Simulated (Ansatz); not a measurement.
Input:

Relaxed SnO (litharge type, space group P4/nmm):

```xyz
4
Lattice="3.8362 0.0000 0.0000 0.0000 3.8362 0.0000 0.0000 0.0000 4.7574" Properties=species:S:1:pos:R:3 pbc="T T T"
Sn     1.9181     0.0000     1.1581
Sn     0.0000     1.9181     3.5993
O      0.0000     0.0000     0.0000
O      1.9181     1.9181     0.0000
```

In this cell atom 4 (O, nearest neighbour Sn at 2.241 Å; its periodic images, 3.8 Å or more away, move with it) is moved by s along Cartesian x, unit vector (1.000, 0.000, 0.000); all other atoms and the cell stay fixed.

Method: PBE-D3(BJ) (plane waves to 420 eV, PAW, scalar-relativistic; Ansatz, a program for electronic structure). k mesh 10×10×8 (Γ-centred), Fermi-Dirac smearing 0.05 eV. Energies are smeared free energies. With partly filled bands, energies and forces of such displacements shift with the k mesh and the smearing. At this level the bands of SnO touch or barely overlap; measurements give the solid a gap. SnO was relaxed with its symmetry unable to fall. The PAW data are Ansatz's earlier set. ΔE is measured from the undisplaced structure.

The scan covers s from -0.670 to 0.670 Å in 11 points.

Is this a single well or a double well?

A single well with its minimum at or next to zero displacement.

Is the energy the same for equal positive and negative displacements?

Even: the same for both signs. With its periodic images moving along, the atom's site symmetry in this cell is -4m2.

What force acts on the atom along the line at s = -0.670 Å?

11.2 eV/Å.

What is the energy change at s = 0.670 Å?

2729 meV/cell.

What is the force constant k = d²E/ds² of this move at s = 0?

7.65 eV/Å².

(For displaced atoms, the force is minus the slope of the energy, and its curvature is a force constant, which sets phonon frequencies.)
